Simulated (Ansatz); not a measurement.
## TaRh3: sound and stiffness along [100], [110] and [111]

Method: Ansatz 0.2.0, DFT r2SCAN, scalar-relativistic, plane waves, PAW. Cutoff 500 eV, 12×12×12 k-points (Γ-centred), Fermi-Dirac smearing of 0.15 eV. No spin polarisation.

Relaxed structure:
```xyz
4
Lattice="3.8653 0.0000 0.0000 0.0000 3.8653 0.0000 0.0000 0.0000 3.8653" Properties=species:S:1:pos:R:3 pbc="T T T"
Ta    0.0000    0.0000    0.0000
Rh    0.0000    1.9327    1.9327
Rh    1.9327    0.0000    1.9327
Rh    1.9327    1.9327    0.0000
```

In a metal, frequencies and elastic constants depend on the k mesh and the smearing, soft modes and shear constants most. Spin–orbit coupling is left out, which can shift energies with elements as heavy as these.

With ions relaxed, on the cubic axes: C11 = 442.2, C12 = 204.3, C44 = 199.6 GPa. The density is 14.079 g/cm³. Zone-centre modes weren't checked beside this run.

**Question.** Is the crystal stable against strain, and how anisotropic is it?

**Answer.** Born's conditions hold: C11 + 2C12 = 850.8, C11 − C12 = 237.9 and C44 = 199.6 GPa are all positive. B = (C11 + 2C12)/3 = 283.6 GPa. The two shear moduli are C44 and C′ = (C11 − C12)/2 = 118.9 GPa, so Zener's ratio is A = C44/C′ = 1.68: the tetragonal shear C′ is the soft one, as in many fcc and bcc metals and zincblende crystals. The Cauchy pressure C12 − C44 is 4.8 GPa; it would vanish for pair forces between atoms on inversion centres at zero pressure, and here it is small.

**Question.** Give the sound speeds along the three symmetry directions.

**Answer.** The Christoffel equation gives ρv² for each branch:
```tsv
direction	branch	ρv²	GPa	v (m/s)
[100]	L	C11	442.2	5604
[100]	T (×2)	C44	199.6	3765
[110]	L	(C11 + C12 + 2C44)/2	522.8	6094
[110]	T, u ∥ [001]	C44	199.6	3765
[110]	T, u ∥ [1-10]	(C11 − C12)/2	118.9	2906
[111]	L	(C11 + 2C12 + 4C44)/3	549.7	6248
[111]	T (×2)	(C11 − C12 + C44)/3	145.8	3218
```

**Question.** How does Young's modulus depend on direction?

**Answer.** Inverting gives S11 = 3.195, S12 = -1.010, S44 = 5.011 TPa⁻¹. Along a unit vector (l, m, n), 1/E = S11 − 2(S11 − S12 − S44/2)(l²m² + m²n² + n²l²), where the last bracket is 0, 1/4 and 1/3 for [100], [110] and [111]: E = 313, 426 and 485 GPa. With A > 1 the body diagonal is stiffest. For a film on (001), the biaxial modulus is C11 + C12 − 2C12²/C11 = 458 GPa and the normal strain is −2C12/C11 = -0.92 times the in-plane one.